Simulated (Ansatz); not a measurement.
K$_{3}$P (space group P6_3/mmc)

```
CELL_PARAMETERS angstrom
      5.67456     0.00000     0.00000
     -2.83728     4.91432     0.00000
      0.00000     0.00000    10.03381
ATOMIC_POSITIONS crystal
  K  0.33333 0.66667 0.58087
  K  0.66667 0.33333 0.41913
  K  0.66667 0.33333 0.08087
  K  0.33333 0.66667 0.91913
  K  0.00000 0.00000 0.75000
  K  0.00000 0.00000 0.25000
  P  0.66667 0.33333 0.75000
  P  0.33333 0.66667 0.25000
```

E(V) scan at fixed shape, V₀ the volume above. The atoms relax within the cell's symmetry.

Computed with r2SCAN (plane waves to 500 eV, PAW, scalar-relativistic; Ansatz, a first-principles code). k mesh 7×7×4 (Γ-centred), Fermi-Dirac smearing 0.05 eV. Stress and pressure are positive under compression. K3P was relaxed with its symmetry unable to fall.

At one point of the scan the stress tensor (GPa) is:

```
  -0.87     0.00     0.00
   0.00    -0.87     0.00
   0.00     0.00    -0.84
```

Problem. Which point is it?
(A) V/V₀ = 1.160
(B) V/V₀ = 1.064
(C) V/V₀ = 1.128
(D) V/V₀ = 1.096

Solution. B, V/V₀ = 1.064

(Under strain, the slope of the energy per volume gives the stress and its curvature an elastic modulus.)
